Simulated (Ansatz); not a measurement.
Input file for Ansatz (a quantum-chemistry and plane-wave program):

Ansatz 0.2 input:
```yaml
crystal:
  lattice:
    - [2.9761981306, 0.0, 0.0]
    - [0.0, 2.9761981306, 0.0]
    - [0.0, 0.0, 2.9761981306]
  atoms:
    - { symbol: Ru, position: [0.0, 0.0, 0.0] }
    - { symbol: Al, position: [0.5, 0.5, 0.5] }
kpoints:
  mp_grid: { grid: [14, 14, 14] }
hamiltonian:
  xc: pbesol
  pseudopotentials: { azcp: { folder: ./paw }, kind: paw }
scf:
  occupations: { method: fermi_dirac, width: 0.1 }
phonons:
  method: dfpt
  response_accuracy: low
  eigenvectors: true
  rigid_motions: translations
```

Output (shortened):

```
Pseudopotential: Ru, paw, valence charge 16
Pseudopotential: Al, paw, valence charge 3
Functional definition: PBEsol
Crystal: 2 atoms, lattice volume = 26.362 Å³
Basis set: ecut = 420 eV, 485 PW (Γ), exchange–correlation on 40×40×40 points (8 copies of the dense FFT grid, shifted against one another)
Bands: 14, of which v1, the nominal top of the filled ones, is band 10 counted from 1 (9 counted from 0)
Symmetry: 48 space group operations
k-points: 288 of 2744 (irreducible under 8 space group operations, time reversal used)
SCF iter   1: F=—  HF=-6343.404404 eV  |F-HF|=—  |Δ(HF+E_count)|=         —  Δρ=1.17e-1  dr2=4.28e0  ethr=3.10e-3  ⟨swp⟩=4.9  Hψ=20432  notcnv=0
preconditioner: auto → none
SCF iter   2: F=—  HF=-6342.740653 eV  |F-HF|=—  |Δ(HF+E_count)|=   6.64e-1  Δρ=6.93e-2  dr2=1.57e0  ethr=3.10e-3  ⟨swp⟩=3.0  Hψ=9395  notcnv=0
SCF iter   3: F=—  HF=-6342.374705 eV  |F-HF|=—  |Δ(HF+E_count)|=   3.66e-1  Δρ=4.06e-3  dr2=4.67e-3  ethr=3.10e-3  ⟨swp⟩=2.2  Hψ=6832  notcnv=0
SCF iter   4: F=—  HF=-6342.373951 eV  |F-HF|=—  |Δ(HF+E_count)|=   7.53e-4  Δρ=4.87e-4  dr2=1.23e-5  ethr=2.46e-5  ⟨swp⟩=1.3  Hψ=6486  notcnv=0
SCF iter   5: F=—  HF=-6342.373961 eV  |F-HF|=—  |Δ(HF+E_count)|=   9.34e-6  Δρ=1.23e-4  dr2=2.94e-6  ethr=6.48e-8  ⟨swp⟩=2.0  Hψ=6777  notcnv=0
SCF iter   6: F=—  HF=-6342.373960 eV  |F-HF|=—  |Δ(HF+E_count)|=   1.16e-6  Δρ=9.15e-6  dr2=1.97e-8  ethr=1.55e-8  ⟨swp⟩=2.2  Hψ=6414  notcnv=0
SCF iter   7: F=—  HF=-6342.373958 eV  |F-HF|=—  |Δ(HF+E_count)|=   1.59e-6  Δρ=4.80e-7  dr2=1.60e-11  ethr=1.03e-10  ⟨swp⟩=2.6  Hψ=6350  notcnv=0
SCF iter   8: F=-6342.373958 eV  HF=-6342.373958 eV  |F-HF|=9.09e-13  |Δ(HF+E_count)|=  9.09e-13  Δρ=1.04e-7  dr2=5.90e-13  ethr=1.00e-12  ⟨swp⟩=4.5  Hψ=14007  notcnv=0
SCF 1 converged in 8 iterations: F = -6342.373958 eV  dr2 = 5.90e-13
DFPT response loops at Γ: preconditioner auto → Kerker (q_TF=auto, 2.583 Å⁻¹) (partly filled bands, converged f_vac=0.000) …
SCF converged after 8 iterations
Free energy (F): -6342.373958 eV
Harris-Foulkes:  -6342.373958 eV  (|F-HF|=9.09e-13)
Internal energy: -6342.320458 eV  (E = F + TS)
E sigma→0 (E₀):  -6342.347208 eV
Entropy (-TS):   -0.053500 eV (-26.750 meV/atom)
Fermi energy:    16.195381 eV
--- Per-component energies (eV) ---
  E_band       = -118.639371
  E_kinetic    = 488.744648
  E_local      = -1797.697742  (includes V_loc(G=0)·N_el)
  E_nonlocal   = 427.514917
  E_hartree    = 651.123024
  E_xc         = -208.495695
  E_vxc        = -246.451804  (∫ρ·V_xc dr)
  E_paw        = -3898.635679  (= ΣΔE_a)
  E_vpaw       = -292.996097  (= ΣTr[D̂ρ^β])
  E_aug_tail   = 0.000651  (compensation charges beyond the density's cutoff)
  E_ewald      = -2005.147018
  E_core_change = 0.272436  (= ΣΔE_core)
  E_smearing   = -0.053500  (= −TS)
  E_closure    = 0.000000  (closes the sum)
  Σ components = -6342.373958   (vs F -6342.373958, Δ=0.00e0)
  [band-id]    e_kinetic+e_local+e_nonlocal+2·e_hartree+e_vxc+e_vpaw+e_augmentation_tail = -118.639380   (vs E_band -118.639371, Δ=-9.58e-6)
--- Band table (eV; the first three rows and the last of 288) ---
  k-point 0: bands = ["-55.5449", "-25.5108", "-25.5108", "-25.5108", "6.4215", "12.5077", "12.5077", "16.3783", "16.3783", "16.3783", "22.3222", "22.3222", "22.3222", "27.2278"]
  k-point 1: bands = ["-55.5441", "-25.5220", "-25.5098", "-25.5098", "6.5207", "12.5429", "12.5441", "16.2513", "16.2513", "16.3908", "21.8387", "22.5227", "22.5227", "26.9962"]
  k-point 2: bands = ["-55.5418", "-25.5533", "-25.5072", "-25.5072", "6.8137", "12.6255", "12.6440", "15.9283", "15.9283", "16.4261", "20.8134", "23.0675", "23.0675", "26.3952"]
  k-point 287: bands = ["-55.4951", "-25.6815", "-25.6815", "-25.6815", "11.4669", "11.4669", "11.4669", "17.8486", "17.8486", "18.8779", "20.3163", "20.3163", "20.3163", "24.8980"]
--- Phonons (Γ-DFPT): 2 representative perturbations + reference, on 288 of 2744 k-points (Σ response iterations 5) ---
  ASR residual: 1.143e-4 → 0.000e0 eV/Å²; symmetrization residual: 1.409e-5 eV/Å²
  ASR residual per site (eV/Å²): 9.44e-5 1.14e-4
  Γ frequencies (cm⁻¹): 0.00 0.00 0.00 321.06 321.06 321.06
  non-analytic LO–TO correction: not included (Born effective charges unavailable; polar crystals: no LO–TO splitting at Γ)
```

Cost: roughly 30 core-seconds on shared cores.

Space group Pm-3m (CsCl type). The cell was relaxed with PBEsol under the symmetry of its start. The run is not spin-polarised. As this level gives no gap, phonon frequencies hold no LO–TO term and depend on the k-mesh and smearing (Fermi–Dirac, 0.1 eV here). Scalar-relativistic: spin–orbit coupling is off unless named, which matters more the heavier the elements.

Potentials: the earlier of the program's two PAW sets. The files were generated under PBE; for other functionals the program regenerates the frozen cores, and for LDA and PBEsol the local potential too.

Ansatz is a plane-wave DFT program.
